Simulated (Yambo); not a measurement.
Be₃N₂ (space group P6_3/mmc, No. 194), G0W0@LDA in Yambo; all else as in the reference (6×6×2 Γ-centred k mesh, bands 7 to 135 and a 8 Ry block in the screening, 135 bands in G with the Bruneval-Gonze terminator, plasmon pole fitted at 27.2 eV). One parameter is varied: the cutoff of the exchange sum, over 5, 10, 20, 40, 88 Ry.

From which value on does the gap Γ → M stay within 0.05 eV of the largest setting?

From 40 Ry on.
```json
[
 {"cutoff of the exchange sum (Ry)": "5", "G0W0 gap (eV)": "3.55", "valence shift (eV)": "1.37"},
 {"cutoff of the exchange sum (Ry)": "10", "G0W0 gap (eV)": "4.49", "valence shift (eV)": "-0.13"},
 {"cutoff of the exchange sum (Ry)": "20", "G0W0 gap (eV)": "4.80", "valence shift (eV)": "-0.57"},
 {"cutoff of the exchange sum (Ry)": "40", "G0W0 gap (eV)": "4.90", "valence shift (eV)": "-0.70"},
 {"cutoff of the exchange sum (Ry)": "88", "G0W0 gap (eV)": "4.91", "valence shift (eV)": "-0.72"}
]
```
The last step of the sweep still moves the gap by 14 meV; the other settings are held fixed.

Geometry of the Materials Project entry, not relaxed at this level; primitive cell a = b = 2.8417 Å, c = 9.7468 Å, α = β = 90.00°, γ = 120.00°.

The structure is a Materials Project entry; no match was found in the copy of COD used, and its stability was not checked.

A shift is the quasiparticle energy of the state minus its LDA energy.
